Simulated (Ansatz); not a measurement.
Relaxed K$_{2}$NaRhF$_{6}$ (space group Fm-3m):

```xyz
10
Lattice="0.0000 4.0695 4.0695 4.0695 0.0000 4.0695 4.0695 4.0695 0.0000" Properties=species:S:1:pos:R:3 pbc="T T T"
K      6.1043     6.1043     6.1043
K      2.0348     2.0348     2.0348
Na     4.0695     4.0695     4.0695
Rh     0.0000     0.0000     0.0000
F      1.9462     4.0695     4.0695
F      6.1929     4.0695     4.0695
F      4.0695     1.9462     4.0695
F      4.0695     6.1929     4.0695
F      4.0695     4.0695     1.9462
F      4.0695     4.0695     6.1929
```

A phonon eigenvector at Γ is frozen into this cell: atom i moves by Q times the vector below, so Q is the largest atomic displacement, in Å. The cell is held. It is one choice among 3 degenerate patterns.

| atom | x | y | z |
|---|---|---|---|
| F7 | 0.000 | 0.000 | 1.000 |
| F8 | 0.000 | 0.000 | -1.000 |
| F9 | 0.000 | -1.000 | 0.000 |
| F10 | 0.000 | 1.000 | 0.000 |

Atoms not listed stay in place.

Level of theory: LDA (plane waves to 420 eV, PAW, scalar-relativistic; Ansatz, a program for electronic structure). k mesh 7×7×7 (Γ-centred), fixed occupations. Stress and pressure are positive under compression. K2NaRhF6 is run without spin polarisation and with no Hubbard U. K2NaRhF6 was relaxed with its symmetry unable to fall. ΔE is measured from the undisplaced structure.

| Q (Å) | ΔE (meV/cell) | P (GPa) | −dE/dQ from forces (eV/Å) |
|---|---|---|---|
| -0.440 | 46.0 | -1.49 | 0.949 |
| -0.367 | -3.4 | -1.14 | 0.430 |
| -0.293 | -21.5 | -0.78 | 0.092 |
| -0.220 | -20.8 | -0.47 | -0.085 |
| -0.147 | -12.1 | -0.22 | -0.134 |
| -0.073 | -3.5 | -0.06 | -0.091 |
| 0.000 | 0.0 | 0.00 | 0.000 |
| 0.073 | -3.5 | -0.06 | 0.091 |
| 0.147 | -12.1 | -0.22 | 0.134 |
| 0.220 | -20.8 | -0.47 | 0.085 |
| 0.293 | -21.5 | -0.78 | -0.092 |
| 0.367 | -3.4 | -1.14 | -0.430 |
| 0.440 | 46.0 | -1.49 | -0.949 |

Read from the data:

| Property | Value |
|---|---|
| Energy at Q = 0.440 Å | 46.0 meV/cell |
| Space group of the distorted cell | I4/m (No. 87), lowered from Fm-3m |
| Symmetry of the curve | even: the same for both signs |
| Shape of the curve | a double well: the undisplaced structure is a maximum between two minima |
| Position of the deepest minimum (fit) | 0.26 Å from zero |
| Depth of the well (fit) | 22.8 meV/cell, cell held fixed |
| Harmonic wavenumber from the curvature (finite differences) | 69i cm⁻¹ |
| Wavenumber by perturbation theory (DFPT, on another k mesh) | 69i cm⁻¹ |

The 13 points together took roughly 22 core-minutes.

(A displaced cell: forces are minus the slopes of the energy, force constants its curvatures, and phonons follow from these.)
